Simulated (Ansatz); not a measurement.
BeTe:
```xyz
2
Lattice="0.0000 2.8320 2.8320 2.8320 0.0000 2.8320 2.8320 2.8320 0.0000" Properties=species:S:1:pos:R:3 pbc="T T T"
Be     0.0000     0.0000     0.0000
Te     1.4160     1.4160     1.4160
```

PBE (plane waves, PAW; program Ansatz) gives a gap of 2.03 eV without spin–orbit coupling, maximum at Γ, minimum at X.

Q: What happens when spin–orbit coupling is switched on?

A: The gap decreases by 0.29 eV, to 1.74 eV; maximum at Γ, minimum at X.

Q: How large is the spin–orbit splitting of the valence top at Γ?

A: The fourfold level lies 0.94 eV above the split-off pair.

Q: Give the electron effective mass with spin–orbit coupling.

A: 0.26, 0.26, 1.9 mₑ (principal values).

Q: Give the hole effective mass with spin–orbit coupling, band 1 of 2 at the edge.

A: 0.32 along [100], 0.62 along [110], 0.77 along [111] (mₑ).

Q: Give the hole effective mass with spin–orbit coupling, band 2 of 2 at the edge.

A: 0.21 along [100], 0.16 along [110], 0.15 along [111] (mₑ).

Space group F-43m (zinc blende). The cell was relaxed with PBE under the symmetry of its start.

Potentials: the earlier of the program's two PAW sets.
